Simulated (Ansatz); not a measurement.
NbC:
```
CELL_PARAMETERS angstrom
      0.00000     2.22485     2.22485
      2.22485     0.00000     2.22485
      2.22485     2.22485     0.00000
ATOMIC_POSITIONS crystal
  Nb 0.00000 0.00000 0.00000
  C  0.50000 0.50000 0.50000
```

Relaxed with the program Ansatz at the PBEsol level (PAW). Indices refer to the conventional cell of Fm-3m, a = b = c = 4.450 Å, α = β = γ = 90.00°.

**Question.** Simulate the powder diffraction pattern (neutron, λ = 1.5401 Å; lines above 1 %) up to 2θ = 90°.

**Answer.** Simulated powder pattern, neutron, λ = 1.5401 Å (kinematic, ideal powder, no thermal factors, coherent scattering alone; the 30 strongest lines at most, above 1 %, up to 2θ = 90°):

| 2θ (°) | d (Å) | I/Imax (%) | hkl |
|---|---|---|---|
| 40.50 | 2.225 | 93 | (200) |
| 58.61 | 1.573 | 100 | (220) |
| 73.67 | 1.285 | 48 | (222) |
| 87.61 | 1.112 | 30 | (400) |

The cell was relaxed with PBEsol under the symmetry of its start; of distortions, only those at the zone centre were tested. No spin polarisation was allowed.

Potentials: the later of the program's two PAW sets.
